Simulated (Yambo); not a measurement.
BSE-type run in Yambo on CsHF$_{2}$ (space group I4/mcm, No. 140), at zero momentum.

Quantum ESPRESSO step (LDA, PseudoDojo standard norm-conserving files, scalar-relativistic):
```
&CONTROL
  calculation = 'nscf'
  pseudo_dir = './pseudo'
  outdir = './out'
/
&SYSTEM
  ibrav = 0
  nat = 8
  ntyp = 3
  ecutwfc = 84.0
  ecutrho = 336.0
  occupations = 'fixed'
  force_symmorphic = .true.
  nbnd = 82
/
&ELECTRONS
  conv_thr = 8e-09
  diago_full_acc = .true.
  diago_thr_init = 1e-08
/
ATOMIC_SPECIES
H 1.0080 H.upf
F 18.9984 F.upf
Cs 132.9055 Cs.upf
CELL_PARAMETERS angstrom
 -3.056300000000   3.056300000000   3.888825000000
  3.056300000000  -3.056300000000   3.888825000000
  3.056300000000   3.056300000000  -3.888825000000
ATOMIC_POSITIONS crystal
H   0.500000000000   0.000000000000   0.500000000000
H   0.000000000000   0.500000000000   0.500000000000
F   0.368010000000   0.868010000000   0.236020000000
F   0.631990000000   0.131990000000   0.763980000000
F   0.868010000000   0.631990000000   0.500000000000
F   0.131990000000   0.368010000000   0.500000000000
Cs   0.750000000000   0.750000000000   0.000000000000
Cs   0.250000000000   0.250000000000   0.000000000000
K_POINTS automatic
4 4 4 0 0 0
```

Yambo input:
```
rim_cut
optics
bse
bss
dipoles
em1s
RandQpts= 1000000
RandGvec= 1 Ry
FFTGvecs= 40 Ry
Chimod= "HARTREE"
BSKmod= "SEX"
BSEmod= "resonant"
BSSmod= "hs"
BSENGexx= 15 Ry
BSENGBlk= 1 Ry
% KfnQP_E
 3.902 | 1.0 | 1.0 |
%
% BSEQptR
 1 | 1 |
%
% BSEBands
 11 | 33 |
%
% BEnRange
 0.0 | 15.7 | eV
%
% BDmRange
 0.15 | 0.15 | eV
%
BEnSteps= 314
% BLongDir
 1.0 | 0.0 | 0.0 |
%
BSHayTrs= -0.02
BSSNEig= 24
WRbsWF
% BndsRnXs
 1 | 78 |
%
NGsBlkXs= 1 Ry
% LongDrXs
 1.0 | 1.0 | 1.0 |
%
```

From the report:

The dimension is k points × valence × conduction bands = 64 × 14 × 9 = 8064.
```
   [SLEPC] Approach                          : Krylov-Schur
   [SLEPC] Number of requested eigenvalues   :  24
   [SLEPC] Number of eigenvalues        [NEV]:  24
    [K] Dimension                                    :   8064
    [K] Bands                                        :   11   33
    [K] Exchange res                                 : yes
    [K] Correlation res                              : yes
    [K] W interaction is bare                        : no
    [K] RL vectors exchange                          :   977
    [K] RL vectors correlation                       :  19
    [W] Matrix size                                  :  19
    [W] Bands                                        :    1   78
    [W] Coulomb Cutoff                               : none
    [W] Hxc Kernel                                   : HARTREE
```
Lowest eigenvalues (eV; in brackets the number of states within 2 meV): 8.98 (1), 8.99 (2), 9.10 (1), 9.35 (2), 9.54 (1), 9.65 (1). They depend on the mesh, which isn't converged, and on the G0W0 scissor.

Geometry of the Materials Project entry, not relaxed at this level.

The structure is a Materials Project entry; no match was found in the copy of COD used, and its stability was not checked.
